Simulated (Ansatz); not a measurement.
C in space group R-3m (No. 166; C on 6c, C on 6c, C on 6c) at seven volumes, PBEsol (plane waves, PAW; program Ansatz), shape and atoms relaxed at each. One row is withheld.

| V (Å³/atom) | P (GPa) |
|---|---|
| 5.113 | 50.44 |
| 5.281 | 31.20 |
| 5.450 | 14.51 |
| 5.618 | 0.00 |
| 5.787 | ? |
| 5.955 | -23.56 |
| 6.124 | -33.07 |

Task: Fit the shown pressures and predict the withheld one.

Result: Third-order Birch–Murnaghan: P = (3/2)B₀(x^(7/2) − x^(5/2))[1 + (3/4)(B′ − 4)(x − 1)] with x = (V₀/V)^(2/3). Least squares on the six rows gives V₀ = 5.618 Å³/atom, B₀ = 450.1 GPa, B′ = 3.69. At V = 5.787, x = 0.9804 and P = -12.63 GPa. The run itself gave -12.60 GPa.

The start of the workflow was typed in or built on a structure type; the Crystallography Open Database files this formula in space group No. 166, but the cells were not matched. It is not the phase usual at ambient conditions (space group No. 194, 227). Symmetry was held in the PBEsol relaxation; whether a distortion lowers the energy is not shown.

Potentials: the earlier of the program's two PAW sets. The files were generated under PBE; for other functionals the program regenerates the frozen cores, and for LDA and PBEsol the local potential too.
